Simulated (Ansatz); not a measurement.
SiC (rock salt, space group No. 225) under volume change, the program Ansatz at the PBEsol level (PAW), scaled uniformly.

| V (Å³/atom) | E − E(relaxed) (meV/atom) | P (GPa) |
|---|---|---|
| 7.463 | 63.6 | 29.87 |
| 7.709 | 26.8 | 18.39 |
| 7.956 | 6.2 | 8.47 |
| 8.202 | 0.0 | 0.02 |
| 8.448 | 5.8 | -7.26 |
| 8.694 | 21.5 | -13.02 |
| 8.940 | 45.5 | -18.28 |

Q: What does a third-order Birch–Murnaghan fit give for V₀, B₀ and B′?

A: V₀ = 8.20 Å³/atom, B₀ = 257 GPa, B′ = 4.4.

Space group Fm-3m (rock salt). This is a known high-pressure phase of the composition, computed here at zero pressure and temperature. Symmetry was held in the PBEsol relaxation; whether a distortion lowers the energy is not shown. Its formation energy is positive at this level, so the cell may be metastable or incomplete.

Potentials: the later of the program's two PAW sets.
